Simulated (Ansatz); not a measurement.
Sn4HSe8 in space group P3m1 (No. 156; Pearson symbol hP13) at seven volumes, DFT-r²SCAN+D4 in the program Ansatz with PAW potentials, shape and atoms relaxed at each. One row is withheld.

```json
[
 {"V (Å³/atom)": "23.260", "P (GPa)": "3.06"},
 {"V (Å³/atom)": "24.027", "P (GPa)": "1.83"},
 {"V (Å³/atom)": "24.794", "P (GPa)": "0.78"},
 {"V (Å³/atom)": "25.561", "P (GPa)": "0.00"},
 {"V (Å³/atom)": "26.327", "P (GPa)": "?"},
 {"V (Å³/atom)": "27.094", "P (GPa)": "-0.88"},
 {"V (Å³/atom)": "27.861", "P (GPa)": "-1.05"}
]
```

Problem. Fit the shown pressures and predict the withheld one.

Solution. P = (3/2)B₀(x^(7/2) − x^(5/2))[1 + (3/4)(B′ − 4)(x − 1)] with x = (V₀/V)^(2/3). Least squares on the six rows gives V₀ = 25.608 Å³/atom, B₀ = 20.3 GPa, B′ = 10.17. At V = 26.327, x = 0.9817 and P = -0.49 GPa. The run itself gave -0.54 GPa.

The start of the workflow was typed in or built on a structure type; neither database checked (COD, Materials Project) lists it. Whether it is the stable phase at ambient conditions was not checked. The cell was relaxed with r²SCAN+D4 under the symmetry of its start; whether a distortion lowers the energy is not shown. Spin–orbit coupling is left out wherever it is not named.

Potentials: the earlier of the program's two PAW sets.
